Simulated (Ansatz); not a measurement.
LaGeRu:
```xyz
6
Lattice="4.3385 0.0000 0.0000 0.0000 4.3385 0.0000 0.0000 0.0000 7.0765" Properties=species:S:1:pos:R:3 pbc="T T T"
La     0.0000     2.1692     2.1754
La     2.1692     0.0000     4.9012
Ge     0.0000     2.1692     5.7978
Ge     2.1692     0.0000     1.2788
Ru     0.0000     0.0000     0.0000
Ru     2.1692     2.1692     0.0000
```

This is the r²SCAN-relaxed structure.

Q: All from r²SCAN (plane waves, PAW; program Ansatz), unless another level is named. Predict the electronic character.

A: metallic (no gap).

Q: Next, the density of states at the Fermi level?

A: 0.87 states/eV per atom (mean over ±0.08 eV).

Q: What about the formation energy from the elements (no fitted shifts)?

A: -0.75 eV/atom.

Space group P4/nmm. The workflow started from a Materials Project entry (that database holds measured and hypothetical structures alike); the Crystallography Open Database copy checked does not list it. Its standing as an ambient phase is unchecked. The r²SCAN relaxation kept the symmetry of its start; its stability against distortions is not shown here. The run is not spin-polarised. The references are the lowest solids computed at this level, not always the standard phases. Spin–orbit coupling is left out wherever it is not named.

Potentials: the later of the program's two PAW sets.
